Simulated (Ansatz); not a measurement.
# Data sheet: AlB2W2 (DFT)

AlB2W2:
```xyz
5
Lattice="3.0138 0.0000 0.0000 -1.5069 2.6100 0.0000 0.0000 0.0000 7.4813" Properties=species:S:1:pos:R:3 pbc="T T T"
W      0.0000     1.7400     5.3122
W      0.0000     1.7400     2.1691
Al     0.0000     0.0000     0.0000
B      0.0000     0.0000     3.7406
B      1.5069     0.8700     3.7406
```

Space group P-6m2 (No. 187); conventional cell a = b = 3.014 Å, c = 7.481 Å, α = β = 90.00°, γ = 120.00°.

Method: DFT-PBE in the program Ansatz with PAW potentials. Geometry: relaxed at this level of theory. Other levels are named where they apply.

**Cell and energy**

```json
{
 "volume_per_atom": "11.77 Å³",
 "density": "11.75 g/cm³",
 "Formation energy from the elements (no fitted shifts)": "-0.19 eV/atom"
}
```

**Electronic structure**

```json
{
  "electronic_character": "metallic (no gap)",
  "Density of states at the Fermi level": "0.60 states/eV per atom (mean over ±0.08 eV)",
  "Gap with spin–orbit coupling": "none (metallic)"
}
```

**Mechanics**

```json
{
  "Bulk modulus (Birch–Murnaghan fit)": "228 GPa",
  "Pressure derivative B′": "5.1"
}
```

The start of the workflow was typed in or built on a structure type; neither database checked (COD, Materials Project) lists it. Its standing as an ambient phase is unchecked. The cell was relaxed with PBE under the symmetry of its start; its stability against distortions is not shown here. The run is not spin-polarised. The references are the lowest solids computed at this level, not always the standard phases. Scalar-relativistic: spin–orbit coupling is off unless named, which matters more the heavier the elements.

Potentials: the earlier of the program's two PAW sets.
